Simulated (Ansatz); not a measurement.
## TlS: levels and charges under dearer methods

A database entry relaxed whole under r2SCAN at zero pressure (I4/mcm, No. 140):

```
Tl S
1.0
    -3.93569    3.93569    3.45165
     3.93569   -3.93569    3.45165
     3.93569    3.93569   -3.45165
Tl S
4 4
Direct
  0.75000 0.25000 0.50000
  0.25000 0.75000 0.50000
  0.25000 0.25000 0.00000
  0.75000 0.75000 0.00000
  0.67168 0.17168 0.84336
  0.17168 0.32832 0.50000
  0.32832 0.82832 0.15664
  0.82832 0.67168 0.50000
```

Its volume is 26.73 Å³ an atom, +3.8 % against the entry's 25.76, which is old or was flagged in a check.

Single points on this cell with plane-wave PAW DFT (Ansatz 0.2.0; r2SCAN 500 eV, hybrids 420 eV; fermi-dirac occupations of width 0.020 eV; no moments): r2SCAN on a 6×6×6 Γ-centred mesh; r2SCAN with spin-orbit coupling on a 4×4×4 Γ-centred mesh; HSE06 on a 4×4×4 Γ-centred mesh; PBE0 on a 4×4×4 Γ-centred mesh.

Task: What does each level give for gap and charges?

Result: The runs give:

| level | gap (eV), or kind | pressure (GPa) | Bader charge of Tl (e) | Bader charge of S (e) |
| --- | --- | --- | --- | --- |
| r2SCAN | 0.83 | 0.0 | +0.78 | -0.78 |
| r2SCAN with spin-orbit coupling | 0.81 | -0.4 | +0.76 | -0.76 |
| HSE06 | its mesh misses the band edges | -0.3 | +0.80 | -0.80 |
| PBE0 | its mesh misses the band edges | -0.4 | +0.81 | -0.81 |

Under r2SCAN the gap is 0.83 eV, over mesh and band path. Spin-orbit coupling moves the r2SCAN gap by -0.02 eV.

Caveats: the relaxation kept the start's symmetry; hybrid pressures are good to a few tenths of a GPa; no dispersion correction, so weakly bound layers or chains stand too far apart and gaps read wide; pressure is positive in compression.
